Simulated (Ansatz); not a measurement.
Data sheet: MoRu (DFT)

MoRu:
```cif
data_Mo4Ru4
_chemical_formula_sum 'Ru4 Mo4'
_space_group_name_H-M_alt 'Fm-3m'
_space_group_IT_number 225
_space_group_name_Hall '-F 4 2 3'
_cell_length_a 5.10105
_cell_length_b 5.10105
_cell_length_c 5.10105
_cell_angle_alpha 90.000
_cell_angle_beta 90.000
_cell_angle_gamma 90.000
loop_
_atom_site_label
_atom_site_type_symbol
_atom_site_symmetry_multiplicity
_atom_site_Wyckoff_symbol
_atom_site_fract_x
_atom_site_fract_y
_atom_site_fract_z
_atom_site_occupancy
Ru1 Ru 4 a 0.00000 0.00000 0.00000 1
Mo1 Mo 4 b 0.50000 0.50000 0.50000 1
```
(The calculation used a cell of 2 atoms; values per cell refer to that cell.)

Space group Fm-3m (No. 225), rock salt; conventional cell a = 5.1011 Å, b = 5.1011 Å, c = 5.1011 Å, α = 90.00°, β = 90.00°, γ = 90.00°.

Method: the program Ansatz at the PBE level (PAW). Geometry: relaxed at this level of theory. Other levels are named where they apply.

Cell and energy:

* **Volume per atom**: 16.59 Å³
* **Density**: 9.86 g/cm³
* **Formation energy from the elements (no fitted shifts)**: 0.88 eV/atom

Electronic structure:

Electronic character: metallic (no gap)
Density of states at the Fermi level: 0.97 states/eV per atom (mean over ±0.08 eV)
Gap with spin–orbit coupling: none (metallic)

Mechanics:

Bulk modulus (Birch–Murnaghan fit): 214 GPa
Pressure derivative B′: 4.4

The start of the workflow was typed in or built on a structure type; neither database checked (COD, Materials Project) lists it. Its standing as an ambient phase is unchecked. Symmetry was held in the PBE relaxation; its stability against distortions is not shown here. The run is not spin-polarised. Its formation energy is positive at this level, so the cell may be metastable or incomplete. The references are the lowest solids computed at this level, not always the standard phases. Scalar-relativistic: spin–orbit coupling is off unless named, which matters more the heavier the elements.

Potentials: the later of the program's two PAW sets.
